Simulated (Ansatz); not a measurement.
A distorted cell of GaSb (zinc blende):

```yaml
crystal:
  lattice:
    - [0.00000, 6.13244, 6.13244]
    - [3.06622, 0.00000, 3.06622]
    - [3.06622, 3.06622, 0.00000]
  atoms:
    - { symbol: Sb, position: [0.37500, 0.75000, 0.75000] }
    - { symbol: Sb, position: [0.87754, 0.75508, 0.73475] }
    - { symbol: Ga, position: [0.00000, 0.00000, 0.00000] }
    - { symbol: Ga, position: [0.50000, 0.00000, 0.00000] }
```

Level of theory: r2SCAN (plane waves to 500 eV, PAW, scalar-relativistic; Ansatz, a quantum-chemistry and plane-wave program). k mesh 11×11×11 (Γ-centred), Fermi-Dirac smearing 0.05 eV. E stands for the smeared free energy. Stress and pressure are positive under compression. GaSb was relaxed with its symmetry unable to fall. Spin-orbit coupling is left out, though Sb is heavy.

Q: What forces act on the atoms (eV/Å, Cartesian)?

A: 
| atom | Fx | Fy | Fz |
|---|---|---|---|
| Sb1 | -0.020 | 0.009 | 0.020 |
| Sb2 | 0.292 | 0.265 | -0.292 |
| Ga3 | -0.215 | -0.302 | 0.215 |
| Ga4 | -0.057 | 0.028 | 0.057 |

Q: In it atom 2 sits (-0.031, -0.031, 0.031) Å away from its relaxed site. What is its energy relative to the relaxed cell?

A: 13 meV/cell.

(A displaced cell: forces are minus the slopes of the energy, force constants its curvatures, and phonons follow from these.)
